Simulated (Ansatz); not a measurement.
LaScO$_{3}$:
```
CELL_PARAMETERS angstrom
      5.76419     0.00000     0.00000
      0.00000     8.03898     0.00000
      0.00000     0.00000     5.63914
ATOMIC_POSITIONS crystal
  La 0.95417 0.25000 0.01176
  La 0.04583 0.75000 0.98824
  La 0.54583 0.75000 0.51176
  La 0.45417 0.25000 0.48824
  O  0.29603 0.94660 0.70419
  O  0.70397 0.44660 0.29581
  O  0.20397 0.05340 0.20419
  O  0.79603 0.55340 0.79581
  O  0.70397 0.05340 0.29581
  O  0.29603 0.55340 0.70419
  O  0.79603 0.94660 0.79581
  O  0.20397 0.44660 0.20419
  Sc 0.50000 0.00000 0.00000
  Sc 0.50000 0.50000 0.00000
  Sc 0.00000 0.00000 0.50000
  Sc 0.00000 0.50000 0.50000
  O  0.53370 0.25000 0.89995
  O  0.46630 0.75000 0.10005
  O  0.96630 0.75000 0.39995
  O  0.03370 0.25000 0.60005
```

Relaxed with PBEsol. Special points in fractions of this cell's reciprocal vectors: Γ (0.000, 0.000, 0.000); X (0.500, 0.000, 0.000); S (0.500, 0.500, 0.000); Y (0.000, 0.500, 0.000); Z (0.000, 0.000, 0.500); U (0.500, 0.000, 0.500); R (0.500, 0.500, 0.500); T (0.000, 0.500, 0.500).

**Question.** List the band energies nearest the valence-band maximum at these points for DFT-PBEsol with spin–orbit coupling in the program Ansatz with PAW potentials.

**Answer.** In eV from the valence-band maximum; about four levels below and three above (degenerate sets whole), none deeper than 8.9 eV; points with the same levels are listed once.

```json
[
 {"k": "Γ", "below": "-0.05 -0.05 0.00 0.00", "above": "3.91 3.91 4.21 4.21"},
 {"k": "X", "below": "-0.10 -0.10 -0.10 -0.10", "above": "4.51 4.51 4.51 4.51"},
 {"k": "S", "below": "-0.27 -0.27 -0.27 -0.27 -0.26 -0.26 -0.26 -0.26", "above": "4.61 4.61 4.61 4.61"},
 {"k": "Y", "below": "-0.19 -0.19 -0.19 -0.19", "above": "4.25 4.25 4.25 4.25"},
 {"k": "Z", "below": "-0.13 -0.13 -0.13 -0.13", "above": "4.39 4.39 4.39 4.39"},
 {"k": "U", "below": "-0.26 -0.26 -0.26 -0.26", "above": "4.21 4.21 4.21 4.21"},
 {"k": "R", "below": "-0.26 -0.26 -0.26 -0.26", "above": "4.46 4.46 4.46 4.46"},
 {"k": "T", "below": "-0.16 -0.16 -0.16 -0.16", "above": "4.49 4.49 4.49 4.49"}
]
```

Space group Pnma. The PBEsol relaxation kept the symmetry of its start. The run is not spin-polarised.

Potentials: the later of the program's two PAW sets.
